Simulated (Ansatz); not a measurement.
ScZn, DFT, PBEsol, PAW with Ansatz's default frozen-core files, scalar-relativistic (Ansatz 0.2.0), run on 2 threads of Intel(R) Xeon(R) Platinum 8259CL CPU @ 2.50GHz (Skylake/Cascade Lake) on a shared host.

The cell is the one relaxed in the Materials Project (mp-11566); entries there can be hypothetical.

Command: `ansatz run input.yaml --threads 2 --pin off --max-ram 4096MiB --backend cpu --events-out ev --progress --plain --runs-dir out`

```yaml
crystal:
  lattice:
    - [6.66803738, 0.0, 0.0]
    - [0.0, 3.33401869, 0.0]
    - [0.0, 0.0, 3.33401869]
  atoms:
    - { symbol: Sc, position: [0.0, 0.0, 0.0] }
    - { symbol: Sc, position: [0.5, 0.0, 0.0] }
    - { symbol: Zn, position: [0.25, 0.5, 0.5] }
    - { symbol: Zn, position: [0.75, 0.5, 0.5] }
kpoints:
  mp_grid: { grid: [3, 6, 6] }
scf:
  occupations: { method: fermi_dirac, width: 0.08 }
hamiltonian:
  xc: pbesol
  pseudopotentials: { kind: paw }
output:
  forces: true
  stress: true
md:
  timestep: 2.0
  n_steps: 20
  ensemble: nve
  temperature: 300
  initial_velocities: maxwell_boltzmann
  seed: 423905
```

**Question.** How large is the problem that the program sets up?

**Answer.** 56 irreducible k-points, 1447 plane waves at Γ, 28 bands.

**Question.** About how long does it take, and how much memory does it use?

**Answer.** 75 s of wall time for 81 SCF iterations, with a peak of 0.51 GiB. Times on shared machines scatter by tens of per cent.
